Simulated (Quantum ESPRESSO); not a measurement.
Al3MgON3, convergence and cost over cutoff and k mesh

Computed values, not a measurement. The program is pw.x of Quantum ESPRESSO 7.5 (plane-wave density functional theory). The cell is made up: 8 atoms on a rocksalt lattice, with randomly drawn elements, strain and displacements, not relaxed. PseudoDojo standard norm-conserving files (v0.5 for PBE, v0.4.1 for LDA and PBEsol) set the functional; there is no spin polarisation, spin-orbit coupling or dispersion term, and the masses in the input are unused placeholders.

Input of the run in row 2:

```
&control calculation='scf', pseudo_dir='./dojo.nc.sr.pbe.v0_5.standard.upf', outdir='./o', disk_io='medium', tprnfor=.true., tstress=.true. /
&system ibrav=0, nat=8, ntyp=4, nbnd=26, ecutwfc=84.00895049, nosym=.true., tot_charge=0,
 occupations='smearing', smearing='fd', degauss=0.0018374661
/
&electrons conv_thr=7.350e-09, electron_maxstep=60, /
ATOMIC_SPECIES
Al 1.0 Al.upf
Mg 1.0 Mg.upf
N 1.0 N.upf
O 1.0 O.upf
CELL_PARAMETERS angstrom
4.005 0.0226 -0.0138
0.0226 4.0419 -0.0033
-0.0138 -0.0033 4.0861
ATOMIC_POSITIONS angstrom
Al 0.0281 0.0651 -0.0078
Mg 0.0292 1.9971 2.0827
Al 1.9676 -0.0339 2.0592
Al 2.0645 2.0693 -0.0068
O 1.9873 0.006 0.0076
N 2.0012 2.0047 2.0474
N 3.9529 0.0059 1.9885
N 4.0118 2.049 -0.0115
K_POINTS automatic
4 4 4 1 1 1
```

The same cell was run at these settings. Meshes are shifted by half a step, and differences are from the last row, which is itself not exact.

| cutoff (eV) | k mesh | k points solved | threshold (eV) | free energy less the last row's (eV) | pressure (GPa) | largest stress difference (GPa) | largest force difference (eV/Å) | iterations | wall time (s) | k-point pools | processor |
| --- | --- | --- | --- | --- | --- | --- | --- | --- | --- | --- | --- |
| 800 | 2 x 2 x 2 | 4 | 1e-04 | 1.317 | -5.15 | 20.78 | 0.035 | 9 | 13 | 1 | AMD EPYC, Zen 5 class |
| 1143 | 4 x 4 x 4 | 32 | 1e-07 | 0.003 | 15.23 | 0.00 | 0.011 | 11 | 104 | 1 | AMD EPYC, Zen 5 class |
| 1437 | 6 x 6 x 6 | 108 | 1e-07 | 0.000 | 15.23 | 0.00 | 0.000 | 11 | 443 | 1 | AMD EPYC, Zen 5 class |

Each pool is one process. Wall times include start-up and a band step at six k points, which weighs most on the coarsest meshes. The runs were on shared virtual cores whose load varied, so times are rough.